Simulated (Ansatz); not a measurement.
W₂N (anti-CdI2 type, space group No. 164) at seven volumes, DFT-PBE in the program Ansatz with PAW potentials, shape and atoms relaxed at each. One row is withheld.

```
V (Å³/atom)  P (GPa)
-----------  -------
11.243         38.42
11.613             ?
11.984         10.74
12.355          0.00
12.725         -9.09
13.096        -16.77
13.466        -23.26
```

Q: Fit the shown pressures and predict the withheld one.

A: Third-order Birch–Murnaghan: P = (3/2)B₀(x^(7/2) − x^(5/2))[1 + (3/4)(B′ − 4)(x − 1)] with x = (V₀/V)^(2/3). Least squares on the six rows gives V₀ = 12.355 Å³/atom, B₀ = 328.5 GPa, B′ = 4.55. At V = 11.613, x = 1.0422 and P = 23.43 GPa. The run itself gave 23.45 GPa.

Space group P-3m1 (anti-CdI2 type). A made-up cell: these elements were put on the sites of a structure type; neither database checked (COD, Materials Project) lists it. Whether it is the stable phase at ambient conditions was not checked. The cell was relaxed with PBE under the symmetry of its start; whether a distortion lowers the energy is not shown. The run is not spin-polarised. Spin–orbit coupling is left out wherever it is not named.

Potentials: the earlier of the program's two PAW sets.
